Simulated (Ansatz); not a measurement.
AlRu (CsCl type)

```xyz
4
Lattice="5.9650 0.0000 0.0000 2.9825 2.9825 0.0000 0.0000 0.0000 2.9825" Properties=species:S:1:pos:R:3 pbc="T T T"
Al     0.0000     0.0000     0.0000
Al     2.9825     0.0000     0.0000
Ru     1.4913     1.4913     1.4913
Ru     4.4738     1.4913     1.4913
```

The atoms are displaced by Q × the pattern below (from a DFPT mode at M = (0.5, 0.5, 0.0), largest move 1; Q in Å), at fixed cell. It is one choice among 2 degenerate patterns. (q is in reciprocal vectors of the primitive cell; the cell shown is doubled to hold the pattern.)

```
atom       x       y      z
----  ------  ------  -----
Al1   -1.000   0.000  0.000
Al2    1.000   0.000  0.000
Ru3    0.000  -0.855  0.000
Ru4    0.000   0.855  0.000
```

Level of theory: r2SCAN (plane waves to 500 eV, PAW, scalar-relativistic; Ansatz, a quantum-chemistry and plane-wave program). k mesh 16×16×16 (Γ-centred), Fermi-Dirac smearing 0.05 eV. E stands for the smeared free energy. With partly filled bands, energies and forces of such displacements shift with the k mesh and the smearing. AlRu is run without spin polarisation. AlRu was relaxed with its symmetry unable to fall. ΔE is measured from the undisplaced structure. The last digit holds for this mesh only.

```
Q (Å)   ΔE (meV/cell)
------  -------------
-0.180          192.5
-0.150          123.7
-0.120           74.2
-0.090       withheld
-0.060           17.0
-0.030            4.2
0.000             0.0
0.030             4.2
0.060            17.0
0.090        withheld
0.120            74.2
0.150           123.7
0.180           192.5
```

Task: Fit an even polynomial form (powers 2, 4) to the given rows and predict ΔE at Q = -0.090.

Result: Least squares on the 11 given rows: ΔE = (4517)·Q² + (43910)·Q⁴, in meV/cell with Q in Å; root-mean-square residual 0.11 meV/cell. At -0.090 the fit gives 39.5 meV/cell; the calculation gives 39.6 meV/cell, so the interpolation is off by -0.1 (-0.3 %). The quadratic term alone would give 36.6 meV/cell.

(A displaced cell: forces are minus the slopes of the energy, force constants its curvatures, and phonons follow from these.)
